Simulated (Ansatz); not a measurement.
A geometry of Ir away from equilibrium: the start of the relaxation of a generated cell, Ir built in the AFLOW prototype A_cI16_220_c (as in Li). The numbers are results of PBEsol (plane waves to 420 eV, PAW, scalar-relativistic; Ansatz, an electronic-structure program), not measurements. Γ-centred k-mesh 8×8×8 on the run's cell (coarser than for final values), Fermi–Dirac smearing 0.05 eV.

```xyz
8
Lattice="-3.0478 3.0478 3.0478 3.0478 -3.0478 3.0478 3.0478 3.0478 -3.0478" Properties=species:S:1:pos:R:3:forces:R:3 pbc="T T T" free_energy=-94389.794 pressure_GPa=14.2
Ir     1.2252     1.2252     1.2252    0.7537    0.7537    0.7537
Ir    -1.2252     1.8226     1.2252   -0.7537   -0.7537    0.7537
Ir     1.8226     1.2252    -1.2252   -0.7537    0.7537   -0.7537
Ir     1.2252    -1.2252     1.8226    0.7537   -0.7537   -0.7537
Ir     2.7491     2.7491     2.7491    0.7537    0.7537    0.7537
Ir     0.2987     3.3465    -0.2987   -0.7537   -0.7537    0.7537
Ir     3.3465    -0.2987     0.2987   -0.7537    0.7537   -0.7537
Ir    -0.2987     0.2987     3.3465    0.7537   -0.7537   -0.7537
```

Positions in Å, forces in eV/Å, free energy of the cell in eV (comparable only within this code, potentials and settings). Largest force: 1.31 eV/Å, on Ir1, Ir2, Ir3, Ir4, Ir5, Ir6, Ir7, Ir8 (atoms numbered as listed); the geometry lies 0.11 eV/atom above the end of its relaxation.

No spin polarisation in the result.

The run could not lose the symmetry of its start, so the end can be a saddle point.

The end of the path is a generated cell of Ir: the first start was made by placing the elements on the sites of a structure type, and the end was not matched to a known phase here, so it may be hypothetical. Known forms of Ir include space group No. 225.
